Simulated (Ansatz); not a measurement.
Polymorphs of Mg₂Si, each relaxed with PBEsol (plane waves, PAW; program Ansatz):

A: fluorite or antifluorite type (Fm-3m)
a = 6.3259 Å, b = 6.3259 Å, c = 6.3259 Å, α = 90.00°, β = 90.00°, γ = 90.00°

```csv
atom,site,symmetry,x,y,z
Si,4a,m-3m,0.0000,0.0000,0.0000
Mg,8c,-43m,0.2500,0.2500,0.2500
```

B: P4/nmm
a = b = 4.141 Å, c = 6.905 Å, α = β = γ = 90.00°

| atom | site | symmetry | x | y | z |
|---|---|---|---|---|---|
| Mg | 2a | -4m2 | 0.0000 | 0.0000 | 0.0000 |
| Mg | 2c | 4mm | 0.5000 | 0.0000 | 0.3579 |
| Si | 2c | 4mm | 0.0000 | 0.5000 | 0.2552 |

Question: Order them by energy per atom at 0 K (lowest first) at the level PBEsol.

Answer: A (+0 meV/atom), B (+78 meV/atom)

Question: Give each one's gap.

Answer: A 0.11 eV; B no gap.

Not the usual ambient phase: B. All cells were relaxed under the symmetry of their starts (and spin orders); stability against distortions was not tested throughout.

Energies hold the estimated change up to a 700 eV cutoff; steps of a few meV lie near the error of the meshes.

Potentials: the later of the program's two PAW sets.
